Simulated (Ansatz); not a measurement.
Cs₂AgBiBr₆:
```
Cs2AgBiBr6
1.0
    0.00000     5.73898     5.73898
    5.73898     0.00000     5.73898
    5.73898     5.73898     0.00000
Bi Ag Cs Br
1 1 2 6
Cartesian
  0.00000   0.00000   0.00000
  5.73898   5.73898   5.73898
  2.86949   2.86949   2.86949
  8.60846   8.60846   8.60846
  5.73898   2.88498   5.73898
  8.59297   5.73898   5.73898
  5.73898   8.59297   5.73898
  2.88498   5.73898   5.73898
  5.73898   5.73898   2.88498
  5.73898   5.73898   8.59297
```

PBE in the plane-wave PAW code Ansatz gives a gap of 1.32 eV without spin–orbit coupling, maximum at X, minimum at L.

Question: What happens when spin–orbit coupling is switched on?

Answer: The gap drops by 0.23 eV, to 1.09 eV; maximum at X, minimum at L.

Question: Give the electron effective mass with spin–orbit coupling.

Answer: 0.32, 0.32, 0.47 mₑ (principal values).

Question: Give the hole effective mass with spin–orbit coupling.

Answer: 0.20, 0.80, 0.80 mₑ (principal values).

Space group Fm-3m. The PBE relaxation kept the symmetry of its start; phonons show weakly imaginary modes. No spin polarisation was allowed.

Potentials: the later of the program's two PAW sets.
